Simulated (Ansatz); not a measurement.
Hf3Te2:
```
Hf3Te2
1.0
   -1.84474     1.84474     9.24090
    1.84474    -1.84474     9.24090
    1.84474     1.84474    -9.24090
Hf Te
3 2
Direct
  0.90745   0.90745   0.00000
  0.09255   0.09255   0.00000
  0.50000   0.50000   0.00000
  0.33624   0.33624   0.00000
  0.66376   0.66376   0.00000
```

Relaxed with r²SCAN+D4. Special points in fractions of this cell's reciprocal vectors: Γ (0.000, 0.000, 0.000); X (0.000, 0.000, 0.500); P (0.250, 0.250, 0.250); N (0.000, 0.500, 0.000); M (0.500, 0.500, -0.500); S (0.260, 0.740, -0.260); S0 (-0.260, 0.260, 0.260); R (-0.020, 0.020, 0.500); G (0.500, 0.500, -0.020).

### Question
List the band energies nearest the Fermi level at these points for DFT-r²SCAN+D4 in the program Ansatz with PAW potentials.

### Answer
In eV from the Fermi level; about four levels below and three above (degenerate sets whole), none deeper than 8.9 eV; points with the same levels are listed once.

| k | below | above |
|---|---|---|
| Γ | -1.87 -1.87 -1.54 -1.54 -1.00 | 1.30 1.34 1.34 |
| X | -0.72 -0.69 -0.46 -0.46 | 1.24 1.99 3.47 |
| P | -0.71 -0.71 -0.46 -0.46 | 1.12 2.19 3.52 |
| N | -1.03 -0.98 -0.06 -0.04 | 1.51 2.31 2.37 2.38 |
| M | -1.89 -1.89 -1.51 -1.51 -0.98 | 1.30 1.34 1.34 |
| S | -0.99 -0.96 -0.12 -0.04 | 1.50 2.27 2.44 |
| R | -0.73 -0.69 -0.49 -0.47 | 1.26 1.99 3.45 |

Space group I4/mmm. The workflow started from a Materials Project entry (that database holds measured and hypothetical structures alike); the Crystallography Open Database copy checked does not list it. Whether it is the stable phase at ambient conditions was not checked. Symmetry was held in the r²SCAN+D4 relaxation; whether a distortion lowers the energy is not shown. No spin polarisation was allowed. Spin–orbit coupling is left out wherever it is not named.

Potentials: the later of the program's two PAW sets.
